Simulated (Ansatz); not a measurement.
Consider the following.

TiO2:
Space group Pbcn (No. 60); a = 4.5461 Å, b = 5.5139 Å, c = 4.8946 Å, α = β = γ = 90.00°

| atom | site | symmetry | x | y | z |
|---|---|---|---|---|---|
| Ti | 4c | .2. | 0.0000 | 0.1758 | 0.7500 |
| O | 8d | 1 | 0.2289 | 0.1182 | 0.4192 |

This is the r²SCAN-relaxed structure.

Problem. All from plane-wave PAW r²SCAN (Ansatz code), unless another level is named. Give the Hill bulk and shear moduli.

Solution. 229 and 93.8 GPa.

Problem. And the highest zone-centre frequency (without LO–TO term)?

Solution. 822 cm^-1.

This is a known high-pressure phase of the composition, computed here at zero pressure and temperature. The r²SCAN relaxation kept the symmetry of its start; of distortions, only those at the zone centre were tested. No spin polarisation was allowed.

Potentials: the earlier of the program's two PAW sets.
